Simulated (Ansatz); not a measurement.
Space group P3m1 (No. 156). a = 4.178 Å, b = 4.178 Å, c = 10.239 Å, α = 90.00°, β = 90.00°, γ = 120.00°
| atom | site | symmetry | x | y | z |
| --- | --- | --- | --- | --- | --- |
| Ga | 1a | 3m. | 0.0000 | 0.0000 | 0.0137 |
| Ga | 1c | 3m. | 0.6667 | 0.3333 | 0.3330 |
| Ga | 1b | 3m. | 0.3333 | 0.6667 | 0.6541 |
| Sb | 1b | 3m. | 0.3333 | 0.6667 | 0.9162 |
| As | 1a | 3m. | 0.0000 | 0.0000 | 0.2561 |
| As | 1c | 3m. | 0.6667 | 0.3333 | 0.5768 |

Equation of state of this Ga$_{3}$SbAs$_{2}$ structure (not necessarily the ground state), with shape and atoms relaxed at each volume where symmetry leaves them free. It has no gap at any of these volumes. These are results of DFT PBE, scalar-relativistic, plane waves, PAW (Ansatz), not measurements.

Plane waves to 420 eV, a k mesh through Γ of 12×12×4 on the computed 6-atom cell and Gaussian smearing (0.10 eV); no spin polarisation.

| V (Å³/atom) | E − E(largest V) (meV/atom) | P (GPa) |
| --- | --- | --- |
| 22.698 | 43.21 | 9.25 |
| 23.471 | 5.85 | 6.31 |
| 24.245 | -18.47 | 3.84 |
| 25.019 | -31.82 | 1.76 |
| 25.793 | -35.93 | 0.00 |
| 26.567 | -32.25 | -1.48 |
| 27.340 | -22.03 | -2.72 |
| 28.372 | 0.00 | -4.07 |

Q: Fit a third-order Birch–Murnaghan equation, E = E0 + (9V0B0/16)·[(x − 1)³B0' + (x − 1)²(6 − 4x)] with x = (V0/V)^(2/3), to E(V).

A: V0 = 25.79 Å³/atom, B0 = 54 GPa, B0' = 4.7.

Spin-orbit coupling is left out, which matters for the bands of heavy elements.

The cell was found from a structure generator's guess, not taken from experiment.
